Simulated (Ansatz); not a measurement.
Two inputs for HfO2 with Au replacing Hf

Cell: a supercell of HfO2 (baddeleyite type, P2_1/c) built from a structure deposited in the COD, with all atoms left at the host's positions.

```yaml
crystal:
  lattice:
    - [-5.97666, 5.18570, 5.21387]
    - [4.25934, -5.18570, 5.21387]
    - [5.97666, 5.18570, -5.21387]
  atoms:
    - { symbol: Au, position: [0.12385, 0.24175, 0.15760] }
    - { symbol: Hf, position: [0.62385, 0.74175, 0.15760] }
    - { symbol: Hf, position: [0.62385, 0.24175, 0.65760] }
    - { symbol: Hf, position: [0.12385, 0.74175, 0.65760] }
    - { symbol: Hf, position: [0.41585, 0.50825, 0.63210] }
    - { symbol: Hf, position: [0.91585, 0.00825, 0.63210] }
    - { symbol: Hf, position: [0.91585, 0.50825, 0.13210] }
    - { symbol: Hf, position: [0.41585, 0.00825, 0.13210] }
    - { symbol: Hf, position: [0.87615, 0.75825, 0.84240] }
    - { symbol: Hf, position: [0.37615, 0.25825, 0.84240] }
    - { symbol: Hf, position: [0.37615, 0.75825, 0.34240] }
    - { symbol: Hf, position: [0.87615, 0.25825, 0.34240] }
    - { symbol: Hf, position: [0.58415, 0.49175, 0.36790] }
    - { symbol: Hf, position: [0.08415, 0.99175, 0.36790] }
    - { symbol: Hf, position: [0.08415, 0.49175, 0.86790] }
    - { symbol: Hf, position: [0.58415, 0.99175, 0.86790] }
    - { symbol: O, position: [0.61910, 0.46440, 0.60340] }
    - { symbol: O, position: [0.11910, 0.96440, 0.60340] }
    - { symbol: O, position: [0.11910, 0.46440, 0.10340] }
    - { symbol: O, position: [0.61910, 0.96440, 0.10340] }
    - { symbol: O, position: [0.13900, 0.28560, 0.40470] }
    - { symbol: O, position: [0.63900, 0.78560, 0.40470] }
    - { symbol: O, position: [0.63900, 0.28560, 0.90470] }
    - { symbol: O, position: [0.13900, 0.78560, 0.90470] }
    - { symbol: O, position: [0.38090, 0.53560, 0.39660] }
    - { symbol: O, position: [0.88090, 0.03560, 0.39660] }
    - { symbol: O, position: [0.88090, 0.53560, 0.89660] }
    - { symbol: O, position: [0.38090, 0.03560, 0.89660] }
    - { symbol: O, position: [0.86100, 0.71440, 0.59530] }
    - { symbol: O, position: [0.36100, 0.21440, 0.59530] }
    - { symbol: O, position: [0.36100, 0.71440, 0.09530] }
    - { symbol: O, position: [0.86100, 0.21440, 0.09530] }
    - { symbol: O, position: [0.33915, 0.21045, 0.20290] }
    - { symbol: O, position: [0.83915, 0.71045, 0.20290] }
    - { symbol: O, position: [0.83915, 0.21045, 0.70290] }
    - { symbol: O, position: [0.33915, 0.71045, 0.70290] }
    - { symbol: O, position: [0.49245, 0.53955, 0.87870] }
    - { symbol: O, position: [0.99245, 0.03955, 0.87870] }
    - { symbol: O, position: [0.99245, 0.53955, 0.37870] }
    - { symbol: O, position: [0.49245, 0.03955, 0.37870] }
    - { symbol: O, position: [0.66085, 0.78955, 0.79710] }
    - { symbol: O, position: [0.16085, 0.28955, 0.79710] }
    - { symbol: O, position: [0.16085, 0.78955, 0.29710] }
    - { symbol: O, position: [0.66085, 0.28955, 0.29710] }
    - { symbol: O, position: [0.50755, 0.46045, 0.12130] }
    - { symbol: O, position: [0.00755, 0.96045, 0.12130] }
    - { symbol: O, position: [0.00755, 0.46045, 0.62130] }
    - { symbol: O, position: [0.50755, 0.96045, 0.62130] }
```

Atom numbers follow the list; atoms alike are taken as one site, whose name carries the number of the first.

Reference run. Method: Kohn–Sham DFT in Ansatz, PBE, plane waves and PAW, scalar-relativistic, 420 eV cutoff, Γ-centred 3×3×3 k-points, Fermi–Dirac smearing 0.01 eV, cell charge -1.

Question: The input is changed as follows: `magnetization`: not typed → {spin_polarized: true}. What happens to V_zz (10²¹ V/m²) and η?

Answer: 

| site | atom | V_zz reference | η reference | V_zz changed | η changed |
| --- | --- | --- | --- | --- | --- |
| Au | 1 | -27.2 | 0.52 | 17.54 | 0.43 |
| Hf6 | 6 | 12.05 | 0.71 | 11.87 | 0.76 |
| Hf7 | 7 | 12.27 | 0.22 | 12.43 | 0.23 |
| Hf8 | 8 | 11.29 | 0.59 | 11.44 | 0.55 |
| Hf9 | 9 | 13.38 | 0.37 | 13.49 | 0.43 |
| Hf14 | 14 | 12.73 | 0.35 | 12.79 | 0.26 |
| O21 | 21 | 3.06 | 0.19 | 2.23 | 0.24 |
| O25 | 25 | -1.15 | 0.46 | -1.49 | 0.37 |
| O32 | 32 | 4.72 | 0.19 | 4.35 | 0.19 |
| O33 | 33 | 9.46 | 0.31 | 8.77 | 0.33 |
| O38 | 38 | 8.07 | 0.22 | 6.77 | 0.26 |
| O46 | 46 | 4.64 | 0.60 | 5.71 | 0.51 |

The largest change of V_zz along a kept axis is on O38, from 8.07 to 6.77. The whole tensor moves most on Au, by 20.40 along its most changed direction. In per cent, |V_zz| changes by -1 to +1 on Hf, -27 to +23 on O (all sites that start above 2, bar those whose gradient vanishes or changes sign or whose main axis turns by over 40°). On Au the largest principal value lies along another axis in the second run, so the two V_zz can't be compared directly. The table leaves out 36 of the 48 sites, with |V_zz| up to 13.73; their tensors move by 0.38 at most along any direction. The statements above cover all sites. The changed run opens a gap. The absolute magnetisation of the cell goes from 0.0 to 2.1 μB. SCF iterations: 15 and 17. New warnings: given moment on shells, seeded moment not kept.

On the reference run: The run isn't spin-polarised, and a state with spin may lie lower. The defect repeats with the cell of 48 atoms, so it feels its images: sites between two images don't show the values beside a lone defect, and zeros or small values of η there can come from the images' arrangement. Hf and O carry a gradient in the pure host already, so the values there aren't the defect's effect alone. A uniform background compensates the cell's charge. The defect cell has no gap above 0.1 eV on its mesh, so the values can hang on the smearing and the k-mesh. Spin–orbit coupling is left out, which shifts gradients on Au by a few per cent in wide-gap crystals, and can shift them far more where the calculated gap is small or absent, as here. The cell keeps the host's lattice, and with the defect in it the PBE pressure is 6 GPa (in a charged cell this depends on the convention for the mean potential). The neighbours have not yet relaxed around the defect (largest force 2.8 eV/Å), and relaxing can change the values around it severalfold.
